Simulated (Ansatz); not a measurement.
LaGa₂:
```cif
data_Ga2La
_chemical_formula_sum 'La1 Ga2'
_space_group_name_H-M_alt 'P 1'
_space_group_IT_number 1
_cell_length_a 4.29494
_cell_length_b 4.29494
_cell_length_c 4.49207
_cell_angle_alpha 90.000
_cell_angle_beta 90.000
_cell_angle_gamma 120.000
loop_
_space_group_symop_operation_xyz
  'x, y, z'
loop_
_atom_site_label
_atom_site_type_symbol
_atom_site_fract_x
_atom_site_fract_y
_atom_site_fract_z
_atom_site_occupancy
La1 La 0.00000 0.00000 0.00000 1
Ga1 Ga 0.33333 0.66667 0.50000 1
Ga2 Ga 0.66667 0.33333 0.50000 1
```

Relaxed with r²SCAN.

Which orbitals make up the states near the Fermi level in plane-wave PAW r²SCAN (Ansatz code)?

Within 0.5 eV of the Fermi level: La 5d 57 %, Ga 4p 35 %. Projections are on Löwdin-orthogonalised atomic valence shells; empty p or d shells of many metals are not among them.

Tabulate the density of states.

States/eV per cell of 3 atoms, in 0.25 eV bins, energy from the Fermi level.

```csv
E (eV),total,La 4f,Ga 4p,La 5d
-7.85,0.98,0.00,0.21,0.11
-7.60,1.13,0.00,0.26,0.16
-7.35,1.19,0.00,0.29,0.18
-7.10,0.90,0.00,0.24,0.11
-6.85,0.53,0.00,0.15,0.06
-6.60,0.20,0.00,0.06,0.02
-6.35,0.07,0.00,0.02,0.01
-6.10,0.27,0.00,0.10,0.04
-5.85,0.84,0.01,0.32,0.11
-5.60,0.84,0.01,0.33,0.10
-5.35,0.80,0.01,0.32,0.09
-5.10,0.72,0.01,0.29,0.08
-4.85,0.57,0.01,0.24,0.07
-4.60,0.49,0.01,0.20,0.07
-4.35,0.44,0.01,0.18,0.06
-4.10,0.39,0.01,0.16,0.06
-3.85,0.35,0.01,0.15,0.06
-3.60,0.33,0.01,0.14,0.05
-3.35,0.44,0.01,0.23,0.07
-3.10,0.59,0.01,0.33,0.08
-2.85,0.69,0.01,0.42,0.10
-2.60,0.76,0.01,0.48,0.11
-2.35,1.18,0.02,0.79,0.17
-2.10,2.24,0.03,1.56,0.39
-1.85,1.51,0.03,0.99,0.32
-1.60,1.33,0.03,0.87,0.29
-1.35,1.65,0.04,1.06,0.39
-1.10,2.09,0.05,1.34,0.55
-0.85,3.79,0.08,2.27,1.26
-0.60,2.23,0.05,1.29,0.80
-0.35,2.12,0.06,0.99,0.98
-0.10,1.40,0.06,0.44,0.85
0.15,1.39,0.08,0.34,0.92
0.40,1.14,0.09,0.25,0.76
0.65,0.81,0.09,0.16,0.53
0.90,0.39,0.06,0.07,0.23
1.15,0.78,0.21,0.16,0.31
1.40,2.57,0.96,0.52,0.83
1.65,3.34,1.56,0.58,0.85
1.90,2.84,1.70,0.29,0.67
2.15,8.33,6.60,0.35,1.08
2.40,24.29,23.22,0.17,0.68
```

Space group P6/mmm. The first step of the workflow began from a Materials Project structure, measured or hypothetical; the Crystallography Open Database files this formula in space group No. 191, but the cells were not matched. Its standing as an ambient phase is unchecked. The cell was relaxed with r²SCAN under the symmetry of its start; whether a distortion lowers the energy is not shown. Scalar-relativistic: spin–orbit coupling is off unless named, which matters more the heavier the elements.

Potentials: the earlier of the program's two PAW sets.
